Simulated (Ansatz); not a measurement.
Here is the system:

SiO2 (rutile)

```xyz
6
Lattice="4.2362 0.0000 0.0000 0.0000 4.2362 0.0000 0.0000 0.0000 2.6905" Properties=species:S:1:pos:R:3 pbc="T T T"
Si     2.1181     2.1181     1.3452
Si     0.0000     0.0000     0.0000
O      3.4185     3.4185     1.3452
O      1.3004     2.9357     0.0000
O      2.9357     1.3004     0.0000
O      0.8176     0.8176     1.3452
```

This relaxed cell (volume V₀) is scaled evenly in all directions, its shape held. The atoms relax within the cell's symmetry.

The numbers are results of PBE (plane waves to 420 eV, PAW, scalar-relativistic; Ansatz, a program for electronic structure), not measurements. k mesh 8×8×12 (Γ-centred), Fermi-Dirac smearing 0.05 eV. E stands for the smeared free energy. Stress and pressure are positive under compression. With the shape held, the modulus is that of even scaling; a crystal free to change shape is softer. SiO2 was relaxed with its symmetry unable to fall. The zero of ΔE is the relaxed starting cell.

The scan covers V/V₀ from 0.940 to 1.060 in 13 points.

Problem. What is ΔE at V/V₀ = 1.060?

Solution. 22.5 meV/atom.

Problem. What pressure does the cell carry at V/V₀ = 0.940?

Solution. 19.7 GPa.

Problem. What is ΔE at V/V₀ = 0.940?

Solution. 28.0 meV/atom.

(Under strain, the slope of the energy per volume gives the stress and its curvature an elastic modulus.)
